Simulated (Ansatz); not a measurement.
Here is the system:

CaSnS₃:
```cif
data_Ca2S6Sn2
_chemical_formula_sum 'Ca2 Sn2 S6'
_space_group_name_H-M_alt 'P 1'
_space_group_IT_number 1
_cell_length_a 7.23983
_cell_length_b 7.23983
_cell_length_c 7.23983
_cell_angle_alpha 54.731
_cell_angle_beta 54.731
_cell_angle_gamma 54.731
loop_
_space_group_symop_operation_xyz
  'x, y, z'
loop_
_atom_site_label
_atom_site_type_symbol
_atom_site_fract_x
_atom_site_fract_y
_atom_site_fract_z
_atom_site_occupancy
Ca1 Ca 0.35814 0.35814 0.35814 1
Ca2 Ca 0.64186 0.64186 0.64186 1
Sn1 Sn 0.15711 0.15711 0.15711 1
Sn2 Sn 0.84289 0.84289 0.84289 1
S1 S 0.21473 0.56090 0.96347 1
S2 S 0.78527 0.43910 0.03653 1
S3 S 0.96347 0.21473 0.56090 1
S4 S 0.03653 0.78527 0.43910 1
S5 S 0.56090 0.96347 0.21473 1
S6 S 0.43910 0.03653 0.78527 1
```

This is the PBEsol-relaxed structure.

Problem. All from DFT-PBEsol in the program Ansatz with PAW potentials, unless another level is named. Estimate the formation energy from the elements (no fitted shifts).

Solution. -1.07 eV/atom.

Problem. What about the hole effective mass with spin–orbit coupling?

Solution. 0.47, 1.4, 3.5 mₑ (principal values).

Problem. And the weight of the conduction-edge state by species (Voronoi cells)?

Solution. S 65 %, Sn 26 %, Ca 9 %.

Problem. What about the weight of the valence-edge state by species (Voronoi cells)?

Solution. S 93 %, Sn 4 %, Ca 3 %.

Space group R-3. The workflow started from a Materials Project entry (that database holds measured and hypothetical structures alike); the Crystallography Open Database copy checked does not list it. Whether it is the stable phase at ambient conditions was not checked. The PBEsol relaxation kept the symmetry of its start; of distortions, only those at the zone centre were tested. The references are the lowest solids computed at this level, not always the standard phases. Spin–orbit coupling is left out wherever it is not named.

Potentials: the later of the program's two PAW sets.

Edges and masses are those of Kohn–Sham bands, whose gap is no quasiparticle gap.
